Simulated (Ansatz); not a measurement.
CdS:
```xyz
8
Lattice="4.1659 0.0000 0.0000 -2.0829 3.6077 0.0000 0.0000 0.0000 13.5704" Properties=species:S:1:pos:R:3 pbc="T T T"
Cd     0.0000     0.0000     0.0073
Cd     0.0000     0.0000     6.7925
Cd     2.0829     1.2026    10.1815
Cd     0.0000     2.4052     3.3963
S      0.0000     0.0000    11.0259
S      0.0000     0.0000     4.2407
S      2.0829     1.2026     7.6310
S      0.0000     2.4052     0.8458
```

Relaxed with HSE06.

Task: Give the Bader charges and basin volumes of the independent atoms, HSE06 (plane waves, PAW; program Ansatz).

Result: 

```csv
atom,Bader charge (e),Bader volume (Å³)
Cd1,+0.95,20.5
Cd3,+0.95,20.9
S5,-0.95,30.1
S7,-0.95,30.4
```

Space group P6_3mc. The cell is a constructed one: a structure type filled with these elements. Its sites differ from those of the usual phase in this space group: another stacking or structure type. The cell was relaxed with HSE06 under the symmetry of its start; its stability against distortions is not shown here.

Potentials: the later of the program's two PAW sets.
